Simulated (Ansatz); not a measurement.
Ca$_{2}$H$_{6}$Os in space group Fm-3m (No. 225; Ca on 8c, H on 24e, Os on 4a), plane-wave PAW r²SCAN (Ansatz code), all energies at zero smearing, with the estimated change up to a 700 eV cutoff added, with one set of potentials and settings (totals compare only within such a set). Cell of 9 atoms (2 Ca, 6 H, 1 Os): -15143.013 eV.

```tsv
element	reference phase	E (eV/atom)
Ca	Fm-3m, 1 atoms in the cell	-1821.6752
H	P2_12_12_1, 8 atoms in the cell	-15.9458
Os	P6_3/mmc, 2 atoms in the cell	-11397.6334
```

Formation energy per atom, worked out: (-15143.013 − 2×(-1821.6752) − 6×(-15.9458) − 1×(-11397.6334))/9 = -0.706 eV/atom (-68 kJ per mol of atoms), at 0 K, without zero-point energy or fitted corrections.

The first step of the workflow began from a Materials Project structure, measured or hypothetical; the Crystallography Open Database copy checked does not list it. Its standing as an ambient phase is unchecked. The r²SCAN relaxation kept the symmetry of its start; its stability against distortions is not shown here. The run is not spin-polarised. The references are the lowest solids computed at this level, not always the standard phases (solids in place of the gases). Spin–orbit coupling is left out wherever it is not named.

Potentials: the later of the program's two PAW sets.
